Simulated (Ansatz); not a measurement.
Data:

Li:
Space group Im-3m (No. 229); a = b = c = 3.4343 Å, α = β = γ = 90.00°

| atom | site | symmetry | x | y | z |
|---|---|---|---|---|---|
| Li | 2a | m-3m | 0.0000 | 0.0000 | 0.0000 |
(The calculation used a cell of 1 atom; values per cell refer to that cell.)

This is the PBEsol-relaxed structure.

Q: All from the program Ansatz at the PBEsol level (PAW), unless another level is named. Predict the zero-point energy.

A: 40.2 meV/atom.

Q: And the bulk modulus (Birch–Murnaghan fit)?

A: 13.7 GPa.

Q: What about the elastic constants (relaxed ions, GPa)?

A: C11 = 14.6, C12 = 13.2, C44 = 11.2.

Q: Predict the vibrational entropy at 300 K.

A: 27.6 J/(K·mol of atoms).

The cell was relaxed with PBEsol under the symmetry of its start. As this level gives no gap, shear constants depend on the k-mesh and smearing (Fermi–Dirac, 0.1 eV here).

Potentials: the earlier of the program's two PAW sets. The files were generated under PBE; for other functionals the program regenerates the frozen cores, and for LDA and PBEsol the local potential too.
